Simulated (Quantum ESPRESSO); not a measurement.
# MgZn2SF2Se: a curve over one atom's position

Simulated, not a measurement. The program is pw.x of Quantum ESPRESSO 7.5 (plane-wave density functional theory). The cell is made up: 7 atoms on a zincblende/diamond lattice with one site empty, with randomly drawn elements, strain and displacements, not relaxed. PseudoDojo standard norm-conserving files (v0.5 for PBE, v0.4.1 for LDA and PBEsol) set the functional; there is no spin polarisation, spin-orbit coupling or dispersion term, and the masses in the input are unused placeholders.

Seven runs move atom 4 (S, counted in the order of the input) along z and keep all else fixed.

Input of the run at -0.0033:

```
&control calculation='scf', pseudo_dir='./dojo.nc.sr.pbe.v0_5.standard.upf', outdir='./o', disk_io='medium', tprnfor=.true., tstress=.true. /
&system ibrav=0, nat=7, ntyp=5, nbnd=49, ecutwfc=85.99341389, nosym=.true., tot_charge=0,
 occupations='smearing', smearing='fd', degauss=0.0018374661
/
&electrons conv_thr=7.350e-09, electron_maxstep=60, /
ATOMIC_SPECIES
F 1.0 F.upf
Mg 1.0 Mg.upf
S 1.0 S.upf
Se 1.0 Se.upf
Zn 1.0 Zn.upf
CELL_PARAMETERS angstrom
4.9788 0.0492 -0.0511
0.0492 5.0321 -0.0263
-0.0511 -0.0263 5.0449
ATOMIC_POSITIONS angstrom
Mg 0.061 -0.0525 -0.0182
Zn 0.042 2.5603 2.4522
Zn 2.5695 2.5825 -0.1423
S 1.2864 1.2638 1.2081
F 1.3139 3.8233 3.757
F 3.705 1.2576 3.8143
Se 3.7761 3.8459 1.184
K_POINTS automatic
4 4 4 1 1 1
```

| shift of atom 4 along z (Å) | free energy less that of the input shown (eV) | Fx on atom 4 (eV/Å) | Fy on atom 4 (eV/Å) | Fz on atom 4 (eV/Å) | pressure (GPa) | next band up at Gamma (eV) | iterations |
| --- | --- | --- | --- | --- | --- | --- | --- |
| -0.1431 | 0.2099 | 1.833 | 1.233 | 2.138 | 12.30 | 0.829 | 10 |
| -0.0367 | 0.0340 | 1.829 | 0.589 | 1.168 | 11.50 | 0.779 | 10 |
| -0.0033 | 0.0000 | 1.852 | 0.377 | 0.865 | 11.30 | 0.765 | 10 |
| +0.0306 | -0.0242 | 1.887 | 0.157 | 0.562 | 11.13 | 0.753 | 10 |
| +0.0661 | -0.0386 | 1.939 | -0.079 | 0.249 | 10.98 | 0.742 | 10 |
| +0.1022 | -0.0419 | 2.006 | -0.326 | -0.063 | 10.86 | 0.732 | 10 |
| +0.1666 | -0.0205 | 2.163 | -0.780 | -0.598 | 10.72 | 0.719 | 10 |

A cubic fit gives dFz/dz = -9.00 eV/Å² at zero shift. Across the table the free energy follows the integral of the force to within 0.2 meV. A rerun of one of the cells at 1467 eV and a 6 x 6 x 6 mesh moved values by no more than 0.002 eV in energy, 0.02 GPa in stress and 0.002 eV/Å in force. The band column is the level of band 44 at Gamma less that of band 43, whose number is half the electron count, rounded up; it comes from a band step after each run.